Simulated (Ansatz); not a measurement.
**Several inputs for Si₃N₄**

Cell: an entry of the Crystallography Open Database (COD), ions relaxed with PBE at fixed cell.

```cif
data_Si3N4
_symmetry_space_group_name_H-M 'P6_3/m'
_symmetry_Int_Tables_number 176
_cell_length_a 7.6374
_cell_length_b 7.6374
_cell_length_c 2.9220
_cell_angle_alpha 90.000
_cell_angle_beta 90.000
_cell_angle_gamma 120.000
loop_
_atom_site_label
_atom_site_type_symbol
_atom_site_symmetry_multiplicity
_atom_site_Wyckoff_symbol
_atom_site_fract_x
_atom_site_fract_y
_atom_site_fract_z
Si Si 6 h 0.1745 0.7684 0.2500
N7 N 2 c 0.3333 0.6667 0.2500
N9 N 6 h 0.3299 0.0304 0.2500
```

One atom of each set is listed.

Reference run. The numbers come from a DFT calculation in Ansatz (PBE, plane waves and PAW, scalar-relativistic, 420 eV cutoff, Γ-centred 4×4×9 k-points, Fermi–Dirac smearing 0.02 eV).

It gives V_zz (10²¹ V/m²) N9 -5.08 (η 0.07), Si 0.96 (η 0.47), among others. Each of these runs changes the input as listed (caps on SCF iterations aside):

A. scf.n_extra_bands: not typed → 4; accuracy: not typed → low
B. scf.lower_state_search: not typed → off

Question: How does each run end, and how far do the gradients move?

Answer: 

```csv
run,N9 V_zz (η),Si V_zz (η),"largest change of a gradient tensor, all atoms",note
A,-5.08 (0.07),0.96 (0.47),0.00,converged
B,-5.08 (0.07),0.96 (0.47),0.00,converged
```

None of them moves a gradient tensor by more than 0.01.

On the reference run: The database positions were far from equilibrium, so the relaxed structure may not be the compound's real one.
